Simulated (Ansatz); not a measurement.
ZnGeO3:
```yaml
crystal:
  lattice:
    - [2.49084, 1.43809, 4.60991]
    - [-2.49084, 1.43809, 4.60991]
    - [0.00000, -2.87618, 4.60991]
  atoms:
    - { symbol: Zn, position: [0.36803, 0.36803, 0.36803] }
    - { symbol: Zn, position: [0.63197, 0.63197, 0.63197] }
    - { symbol: Ge, position: [0.15614, 0.15614, 0.15614] }
    - { symbol: Ge, position: [0.84386, 0.84386, 0.84386] }
    - { symbol: O, position: [0.78399, 0.04627, 0.43900] }
    - { symbol: O, position: [0.21601, 0.95373, 0.56100] }
    - { symbol: O, position: [0.04627, 0.43900, 0.78399] }
    - { symbol: O, position: [0.95373, 0.56100, 0.21601] }
    - { symbol: O, position: [0.43900, 0.78399, 0.04627] }
    - { symbol: O, position: [0.56100, 0.21601, 0.95373] }
```

Relaxed with PBEsol.

Question: Give the optical modes at the zone centre with their infrared activity from DFPT, PBEsol in the plane-wave PAW code Ansatz.

Answer: Transverse frequencies, without the LO–TO term; a row sums one degenerate level.

| ω (cm⁻¹) | degeneracy | IR ((D/Å)²/amu) | activity | symmetry |
|---|---|---|---|---|
| 126 | 1 | 0.00 | IR-inactive | Ag |
| 163 | 1 | 16.04 | IR | Au |
| 177 | 2 | 0.00 | IR-inactive | Eg |
| 197 | 2 | 3.58 | IR | Eu |
| 205 | 1 | 0.00 | IR-inactive | Ag |
| 288 | 2 | 0.00 | IR-inactive | Eg |
| 333 | 2 | 39.05 | IR | Eu |
| 349 | 2 | 0.00 | IR-inactive | Eg |
| 406 | 1 | 5.89 | IR | Au |
| 421 | 1 | 0.00 | IR-inactive | Ag |
| 436 | 2 | 0.00 | IR-inactive | Eg |
| 469 | 2 | 70.06 | IR | Eu |
| 520 | 1 | 26.29 | IR | Au |
| 549 | 2 | 1.37 | IR | Eu |
| 576 | 1 | 0.00 | IR-inactive | Ag |
| 624 | 1 | 0.45 | IR | Au |
| 674 | 2 | 0.00 | IR-inactive | Eg |
| 676 | 1 | 0.00 | IR-inactive | Ag |

Question: How high does the top mode go among those that the LO–TO term moves?

Answer: 678 cm⁻¹ for q along x, 678 cm⁻¹ for q along y, 678 cm⁻¹ for q along z.

Space group R-3. The first step of the workflow began from a Materials Project structure, measured or hypothetical; the Crystallography Open Database copy checked does not list it. Its standing as an ambient phase is unchecked. The cell was relaxed with PBEsol under the symmetry of its start; its stability against distortions is not shown here.

Potentials: the later of the program's two PAW sets.
